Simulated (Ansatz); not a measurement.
Here is the system:

CoSi₂:
```xyz
3
Lattice="0.0000 2.6573 2.6573 2.6573 0.0000 2.6573 2.6573 2.6573 0.0000" Properties=species:S:1:pos:R:3 pbc="T T T"
Co     0.0000     0.0000     0.0000
Si     3.9860     3.9860     3.9860
Si     1.3287     1.3287     1.3287
```

This is the r²SCAN-relaxed structure.

Problem. All from plane-wave PAW r²SCAN (Ansatz code), unless another level is named. Give the highest zone-centre frequency.

Solution. 348 cm⁻¹.

Problem. And the Young's modulus?

Solution. 209 GPa.

Space group Fm-3m (fluorite or antifluorite type). Symmetry was held in the r²SCAN relaxation; of distortions, only those at the zone centre were tested. The run is not spin-polarised. As this level gives no gap, phonon frequencies hold no LO–TO term and depend on the k-mesh and smearing (Fermi–Dirac, 0.1 eV here).

Potentials: the earlier of the program's two PAW sets.
